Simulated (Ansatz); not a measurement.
Computed properties of SiC2N4

SiC2N4:
```xyz
14
Lattice="6.6415 0.0000 0.0000 0.0000 6.6415 0.0000 0.0000 0.0000 6.6415" Properties=species:S:1:pos:R:3 pbc="T T T"
Si     3.3207     3.3207     3.3207
Si     0.0000     0.0000     0.0000
C      4.9811     1.6604     1.6604
C      1.6604     1.6604     4.9811
C      1.6604     4.9811     1.6604
C      4.9811     4.9811     4.9811
N      0.9675     5.6739     0.9675
N      4.2883     4.2883     4.2883
N      5.6739     0.9675     0.9675
N      2.3532     2.3532     4.2883
N      0.9675     0.9675     5.6739
N      4.2883     2.3532     2.3532
N      5.6739     5.6739     5.6739
N      2.3532     4.2883     2.3532
```

Space group Pn-3m (No. 224); conventional cell a = b = c = 6.641 Å, α = β = γ = 90.00°.

Method: r²SCAN (plane waves, PAW; program Ansatz). Geometry: relaxed at this level of theory. Other levels are named where they apply.

**Cell and energy**

```yaml
volume_per_atom: 20.93 Å³
density: 1.23 g/cm³
Formation energy from the elements (no fitted shifts): -19 kJ/mol-atom
```

**Electronic structure**

```yaml
band_gap: 4.82 eV (smallest direct gap 4.83 eV)
valence_band_maximum: at Γ
conduction_band_minimum: on the Γ–R line, 55 % of the way from Γ (8 equivalent valleys)
electron_effective_mass: 0.91, 0.91, 3.3 mₑ (principal values)
Hole effective mass, band 1 of 3 at the edge: 0.90 along [100], 3.1 along [110] (mₑ)
Hole effective mass, band 2 of 3 at the edge: 0.90 along [100], 0.90 along [110], 0.58 along [111] (mₑ)
Hole effective mass, band 3 of 3 at the edge: 0.80 along [100], 0.49 along [110], 0.58 along [111] (mₑ)
HSE06 gap on the r²SCAN cell: 5.57 eV
```

**Mechanics**

```yaml
Bulk modulus (Birch–Murnaghan fit): 111 GPa
Pressure derivative B′: 3.9
```

**Charges**

```yaml
bader_charges: Si +3.32, C +2.03, N -1.84 e
```

The workflow started from a Materials Project entry (that database holds measured and hypothetical structures alike); the Crystallography Open Database files this formula in space group No. 224, but the cells were not matched. Whether it is the stable phase at ambient conditions was not checked. The r²SCAN relaxation kept the symmetry of its start; its stability against distortions is not shown here. The references are the lowest solids computed at this level, not always the standard phases (solids in place of the gases).

Potentials: the later of the program's two PAW sets.
